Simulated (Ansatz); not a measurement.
A (211) slab of TiAl (P4/mmm (No. 123)), 10 planes, outer planes TiAl (top) and TiAl (bottom), with 20 atoms (Ti10Al10) in a surface cell of A = 26.740 Å², as cut from the bulk:

```
CELL_PARAMETERS angstrom
4.94201 0.00000 0.00000
-1.74523 5.41081 0.00000
0.00000 0.00000 25.80745
ATOMIC_POSITIONS crystal
Ti 0.54764 0.63491 0.29061
Al 0.54764 0.13491 0.29061
Ti 0.09528 0.26981 0.33714
Al 0.09528 0.76981 0.33714
Ti 0.64292 0.90472 0.38367
Al 0.64292 0.40472 0.38367
Ti 0.19056 0.53962 0.43020
Al 0.19056 0.03962 0.43020
Ti 0.73821 0.17453 0.47673
Al 0.73821 0.67453 0.47673
Ti 0.28585 0.80944 0.52327
Al 0.28585 0.30944 0.52327
Ti 0.83349 0.44434 0.56980
Al 0.83349 0.94434 0.56980
Ti 0.38113 0.07925 0.61633
Al 0.38113 0.57925 0.61633
Ti 0.92877 0.71415 0.66286
Al 0.92877 0.21415 0.66286
Ti 0.47641 0.34906 0.70939
Al 0.47641 0.84906 0.70939
```

The calculation used Ansatz 0.2.0, DFT r2SCAN, scalar-relativistic, plane waves, PAW. Cutoff 500 eV; k points 8×7×1 on the computed 20-atom cell (Γ-centred); Gaussian smearing, width 0.10 eV; no spin polarisation. The cell repeats along c with a dipole correction in the vacuum.

Against the same 20 atoms in the bulk, the slab as cut lies 7.081 eV higher and the relaxed slab 6.887 eV higher.

(1) Work out the surface energy before and after relaxation.

(2) What is the ideal work of this cut, per area?

Answers

(1) The slab has two faces, so γ = (E_slab − N·E_bulk)/(2A), the mean of both. As cut: 7.081/(2 × 26.740) = 0.1324 eV/Å², and 1 eV/Å² = 16.02 J/m², so γ = 2.12 J/m². Relaxed: 6.887/(2 × 26.740) = 0.1288 eV/Å² = 2.06 J/m². Relaxation recovers 3 % of the cost of cutting.

(2) Griffith's ideal work is 2γ: 4.24 J/m² if the new faces stay rigid, 4.13 J/m² if they relax. One thickness was run, 10 planes, so γ can still shift with it.